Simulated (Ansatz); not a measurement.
## Ti: Ti-49 nuclear quadrupole resonance

Cell: an entry of the Crystallography Open Database (COD).

```
Ti
1.0
     2.95000    0.00000    0.00000
    -1.47500    2.55477    0.00000
     0.00000    0.00000    4.68600
Ti
2
Direct
  0.33333 0.66667 0.25000
  0.66667 0.33333 0.75000
```

Atoms are numbered from 1 in the order listed; like atoms form one site, named after its first atom.

Computed with Ansatz: DFT, PBE, plane waves and PAW, scalar-relativistic, 420 eV cutoff, Γ-centred 17×17×9 k-points, Fermi–Dirac smearing 0.02 eV.

Ti-49: I = 7/2, Q = 247.0 mb (year-2017 value). Static lattice, zero field.

(1) Predict the zero-field Ti-49 lines of each site.

(2) And for ⁴⁷Ti (I = 5/2, Q = 302.0 mb) on Ti?

## Answers

(1) For I = 7/2 and η = 0 the lines are |C_Q|/14 times 1, 2 and 3; η shifts the lowest up most.

| site | atoms | V_zz (10²¹ V/m²) | C_Q (MHz) | η | line frequencies (MHz) |
| --- | --- | --- | --- | --- | --- |
| Ti | 1, 2 | 1.93 | 11.5 | 0.00 | 0.822, 1.64, 2.47 |

(2) C_Q scales with Q to 14.1 MHz, with lines at 2.11, 4.22 MHz.

An axis of threefold or higher order runs through Ti, so V_zz lies along it and η is zero.

With no gap above 0.1 eV, as in a metal, the gradients converge slowly in k; expect changes of a tenth or more on a denser mesh.

The run took 2.2 s of wall time (2.1 s of CPU time) and 0.45 GiB at its peak, on 1 thread of AMD EPYC 9R45 (Zen 5) (x86_64; 16 cores open to the job, memory cap 3.0 GiB, no GPU), a shared host with a load of 0.3 a core.
